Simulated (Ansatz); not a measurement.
The slice is one period of a {110} plane through atoms; its size isn't given.

These are r2SCAN (plane waves to 500 eV, PAW, scalar-relativistic; Ansatz, an electronic-structure program) values and carry that method's errors. Near the nuclei the fields are pseudised (PAW); where an atom keeps semicore shells as valence, they peak there.

```
|   ............  |
|  ..:::....:::.. |
|...::::::::::::..|
|..::::::::::::::.|
|:::::::::::::::::|
|:::::::::::::::::|
|:::::::::::::::::|
|---::::::::::::--|
|++=-::::::::::-=+|
|##*=-::....::-=*#|
|@%#+-::....::-+#%|
|@@#+-::....::-+#@|
|@%#+-::....::-+#%|
|##*=-::....::-=*#|
|++=-::::::::::-=+|
|---::::::::::::--|
|:::::::::::::::::|
|:::::::::::::::::|
|:::::::::::::::::|
|..::::::::::::::.|
|...::::::::::::..|
|  ..:::....:::.. |
|   ............  |
|   ............  |
```
Scale: ten equal steps from -1.24 (start of ' ') to 1.78 (end of '@'), in the order ' .:-=+*#%@'. Values: log₁₀ of the valence density in e/Å³. The map has 17 points along u (one character each, u = 0 at the left) and 24 along v (v = 0 in the bottom row). The scale is logarithmic, as a density can span decades between atoms and voids.

```
|xxx168765567861xx|
|xx04887655678840x|
|01489875555789841|
|67999865445689997|
|89999765445679999|
|66788765445678876|
|33456655445566543|
|33224554444554223|
|54322454444542234|
|xx43224444442234x|
|xxx422344443224xx|
|xxx532344443235xx|
|xxx422344443224xx|
|xx43224444442234x|
|54322454444542234|
|33224554444554223|
|33456655445566543|
|66788765445678876|
|89999765445679999|
|67999865445689997|
|01489875555789841|
|xx04887655678840x|
|xxx168765567861xx|
|xxx057765567750xx|
```
Scale: ten equal steps from 0.07 (start of '0') to 0.53 (end of '9'), in the order '0123456789'. Values: electron localisation function (ELF). The map has 17 points along u (one character each, u = 0 at the left) and 24 along v (v = 0 in the bottom row). Points within 0.5 Å of a nucleus are blanked (x), as the pseudised field means little there.

**Question.** Which relaxed crystal do these maps come from?
A) ScPt₃ (Cu3Au type)
B) YPb₃ (Cu3Au type)
C) ScAl₃ (Cu3Au type)
D) AlNi₃ (Cu3Au type)

**Answer.** D, AlNi₃ (Cu3Au type). Atoms on the slice: Al at (0.00, 0.00); Ni at (0.00, 0.50)

All were relaxed with their symmetry unable to fall. Relaxed AlNi3 ends ferromagnetic. ScAl3 is run without spin polarisation. ScPt3 is run without spin polarisation. Spin-orbit coupling is left out. YPb3 is run without spin polarisation. Other magnetic orders were not checked, so this need not be the ground state. (This holds for the magnetic or f-shell members.)
